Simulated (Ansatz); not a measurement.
**TiPt3: elastic constants from stress and strain**

```yaml
crystal:
  lattice:
    - [3.89700, 0.00000, 0.00000]
    - [0.00000, 3.89700, 0.00000]
    - [0.00000, 0.00000, 3.89700]
  atoms:
    - { symbol: Ti, position: [0.00000, 0.00000, 0.00000] }
    - { symbol: Pt, position: [0.00000, 0.50000, 0.50000] }
    - { symbol: Pt, position: [0.50000, 0.00000, 0.50000] }
    - { symbol: Pt, position: [0.50000, 0.50000, 0.00000] }
```

Atoms are numbered in the order listed.

The cell is COD entry 1539263, as deposited and not checked against the literature; nothing was relaxed. It is an old determination, and later ones may differ.

No spin–orbit coupling, which matters for the heavy atoms here.

The calculation used DFT, PBEsol, all-electron LAPW, scalar-relativistic in Ansatz 0.2.0.

Numerical set-up: a Γ-centred 9×9×9 k mesh, Fermi–Dirac smearing of 0.05 eV, basis error target 0.5 meV/atom, no spin polarisation.

The unstrained cell is at 0.50 GPa. Large strains and very small stresses are left out. Each strain is applied once, with fractional coordinates held (clamped ions), and σ below is the change of stress, positive in tension. One finite strain gives stress–strain coefficients at this pressure with an error of the order of the strain times third-order constants, a few per cent for each per cent of strain. In a metal the k mesh adds noise of tens of per cent to soft shears.

Q: With equal xy, yz and zx engineering shear strains of -1 %, the run gives σxy = -1.54 GPa and γxy = 2εxy = -0.0100. Which stiffness follows?

A: C44 (clamped ions) = σxy/γxy = 154 GPa.

Q: With equal xy, yz and zx engineering shear strains of +1 %, the run gives σxy = 1.56 GPa and γxy = 2εxy = 0.0100. Which stiffness follows?

A: C44 (clamped ions) = σxy/γxy = 156 GPa.
